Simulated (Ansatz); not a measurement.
Input:

In$_{2}$Ag:
```yaml
crystal:
  lattice:
    - [-3.42631, 3.42631, 2.77595]
    - [3.42631, -3.42631, 2.77595]
    - [3.42631, 3.42631, -2.77595]
  atoms:
    - { symbol: In, position: [0.34482, 0.15518, 0.50000] }
    - { symbol: In, position: [0.65518, 0.84482, 0.50000] }
    - { symbol: In, position: [0.15518, 0.65518, 0.81036] }
    - { symbol: In, position: [0.84482, 0.34482, 0.18964] }
    - { symbol: Ag, position: [0.75000, 0.75000, 0.00000] }
    - { symbol: Ag, position: [0.25000, 0.25000, 0.00000] }
```

This is the PBEsol-relaxed structure.

All from DFT-PBEsol in the program Ansatz with PAW potentials, unless another level is named. Predict the density of states at the Fermi level.

0.40 states/eV per atom (mean over ±0.08 eV).

Next, the formation energy from the elements (no fitted shifts)?

-0.060 eV/atom.

Space group I4/mcm. The workflow started from a Materials Project entry (that database holds measured and hypothetical structures alike); the Crystallography Open Database files this formula in space group No. 140, but the cells were not matched. Whether it is the stable phase at ambient conditions was not checked. The cell was relaxed with PBEsol under the symmetry of its start; of distortions, only those at the zone centre were tested. No spin polarisation was allowed. The references are the lowest solids computed at this level, not always the standard phases. Scalar-relativistic: spin–orbit coupling is off unless named, which matters more the heavier the elements.

Potentials: the later of the program's two PAW sets.
